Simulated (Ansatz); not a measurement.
### Question
MoRu (rock salt, Fm-3m) is relaxed with plane-wave PAW PBEsol (Ansatz code). What lattice parameters of the conventional cell result?

### Answer
a = 5.043 Å.

The start of the workflow was typed in or built on a structure type; neither database checked (COD, Materials Project) lists it. Its standing as an ambient phase is unchecked. The PBEsol relaxation kept the symmetry of its start. At this level the phase is mechanically unstable. No spin polarisation was allowed. Its formation energy is positive at this level, so the cell may be metastable or incomplete.

Potentials: the earlier of the program's two PAW sets.
